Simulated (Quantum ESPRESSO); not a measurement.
## One change at a time to AlAu2Hf4Rh

All numbers below are calculated, not measured. They come from Quantum ESPRESSO 7.5, a public plane-wave density functional program. Each row is one single-point run on a made-up periodic cell of eight metal atoms, with elements, volume, strain and displacements drawn at random and not relaxed, so a cell may be unstable or far from any real phase. There is no spin polarisation or spin-orbit coupling.

Settings: PBE unless stated; PseudoDojo standard norm-conserving files; Fermi-Dirac width 0.25 eV, which means electrons at about 2900 K; cutoff 1197 eV; 8 x 3 x 3 k mesh shifted half a step off Gamma. E is the free energy of the whole cell (internal energy minus TS), so a -TS column is already part of it. Stress is positive in tension, and the pressure P is minus a third of its trace.

Checks: one run of this series was repeated at a higher cutoff and on a denser mesh, which moved values by no more than 0.004 eV, 0.02 GPa and 0.006 eV/Å, and a second program with other atomic files agreed on it to 2 % rms in force and 0.5 GPa in pressure. Known limits: heavy elements are run without spin-orbit coupling, which real alloys of them have; a spin test at this wide smearing found no moment, but such smearing suppresses magnetism that the real alloy may have.

The lattice is face-centred cubic, and the cell vectors in Å are (0.000, 2.175, 2.175); (-4.349, 4.349, -4.349); (-4.349, -4.349, 4.349), a volume of 164.55 Å³ in run 1. The elements on sites 1 to 8 are Rh Hf Hf Hf Au Au Hf Al. Each later run makes one change to run 1 and keeps the rest. E is counted from run 1, and is n/a where other atomic files have another zero of energy.

| run | change | V (Å³) | P (GPa) | -TS (eV) | rms force (eV/Å) | largest change of a force component (eV/Å) | E (eV) |
|---|---|---|---|---|---|---|---|
| 1 | none | 164.55 | -7.44 | -1.554 | 0.485 | 0.000 | 0.000 |
| 2 | sites 2 and 8 exchanged | 164.55 | -6.09 | -1.517 | 0.509 | 1.000 | 0.313 |
| 3 | all lengths scaled by +0.94 % | 169.23 | -9.80 | -1.596 | 0.448 | 0.081 | ? |
| 4 | LDA in place of PBE | 164.55 | -16.56 | -1.570 | 0.422 | 0.291 | n/a |
| 5 | Mo on site 3 | 164.55 | -12.73 | -1.610 | 0.495 | 0.605 | n/a |
| 6 | site 3 moved by +0.09 Å along y | 164.55 | -7.46 | -1.562 | 0.488 | 0.500 | 0.005 |

## Worked estimate

Along a uniform scaling dE = -P dV. The mean of the two pressures is -8.620 GPa and the volume changes by 4.68 Å³, with 160.2 GPa to one eV/Å³. The same two rows give -V dP/dV = 84 GPa for this cell with clamped atoms, which is not the bulk modulus of a real alloy.

## Withheld value

Question: what E should run 3 give?

The estimate is 0.252 eV. The calculation gave 0.252 eV.
